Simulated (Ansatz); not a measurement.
Consider the following.

Pd:
```xyz
2
Lattice="0.0000 2.8423 2.8423 2.8423 0.0000 2.8423 2.8423 2.8423 0.0000" Properties=species:S:1:pos:R:3 pbc="T T T"
Pd     0.0000     0.0000     0.0000
Pd     1.4211     1.4211     1.4211
```

This is the PBEsol-relaxed structure.

All from plane-wave PAW PBEsol (Ansatz code), unless another level is named. Predict the highest zone-centre frequency.

209 cm⁻¹.

Give the bulk modulus (Birch–Murnaghan fit).

83.7 GPa.

Space group Fd-3m (diamond). The start of the workflow was typed in or built on a structure type; neither database checked (COD, Materials Project) lists it. It is not the phase usual at ambient conditions (space group No. 225). Symmetry was held in the PBEsol relaxation. At this level the phase is mechanically unstable. No spin polarisation was allowed. As this level gives no gap, phonon frequencies hold no LO–TO term and depend on the k-mesh and smearing (Fermi–Dirac, 0.1 eV here).

Potentials: the later of the program's two PAW sets.
